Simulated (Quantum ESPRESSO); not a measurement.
## One change at a time to In4MoNbTa2

These are calculations, not measurements. They come from Quantum ESPRESSO 7.5, a public plane-wave density functional program. Each row is one single-point run on a made-up periodic cell of eight metal atoms, with elements, volume, strain and displacements drawn at random and not relaxed, so a cell may be unstable or far from any real phase. There is no spin polarisation or spin-orbit coupling.

Settings: PBE unless stated; PseudoDojo standard norm-conserving files; Fermi-Dirac width 0.25 eV, which means electrons at about 2900 K; cutoff 1116 eV; 8 x 4 x 3 k mesh shifted half a step off Gamma. E is the free energy of the whole cell (internal energy minus TS), so a -TS column is already part of it. Stress is positive in tension, and the pressure P is minus a third of its trace.

Checks: one run of this series was repeated at a higher cutoff and on a denser mesh, which moved values by no more than 0.003 eV, 0.06 GPa and 0.012 eV/Å, and a second program with other atomic files agreed on it to 2 % rms in force and 0.5 GPa in pressure. Known limits: heavy elements are run without spin-orbit coupling, which real alloys of them have; a spin test at this wide smearing found no moment, but such smearing suppresses magnetism that the real alloy may have.

The lattice is face-centred cubic, and the cell vectors in Å are (0.018, -2.181, -2.227); (-4.419, 2.193, -2.202); (6.565, 6.444, -4.410), a volume of 169.60 Å³ in run 1. The elements on sites 1 to 8 are In Ta In In Ta Mo In Nb. Each later run makes one change to run 1 and keeps the rest. E is counted from run 1, and is n/a where other atomic files have another zero of energy.

| run | change | V (Å³) | P (GPa) | -TS (eV) | rms force (eV/Å) | largest change of a force component (eV/Å) | E (eV) |
|---|---|---|---|---|---|---|---|
| 1 | none | 169.60 | -6.79 | -1.470 | 0.492 | 0.000 | 0.000 |
| 2 | sites 5 and 8 exchanged | 169.60 | -6.66 | -1.477 | 0.465 | 0.164 | 0.183 |
| 3 | all lengths scaled by +1.83 % | 179.08 | -11.25 | -1.574 | 0.475 | 0.122 | 0.541 |
| 4 | PBEsol in place of PBE | 169.60 | -11.28 | -1.475 | 0.491 | 0.037 | n/a |
| 5 | Au on site 7 | 169.60 | -10.59 | -1.441 | 0.390 | 0.681 | n/a |
| 6 | site 6 moved by +0.12 Å along z | 169.60 | -6.63 | -1.471 | 0.495 | 0.155 | ? |

## Worked estimate

Along the move dE = -F dx. The force on site 6 along z is 0.227 eV/Å in run 1 and 0.073 eV/Å in run 6, and the move is +0.12 Å, so the mean force times the move gives an estimate.

## Withheld value

Question: what E should run 6 give?

The estimate is -0.018 eV. The calculation gave -0.017 eV.
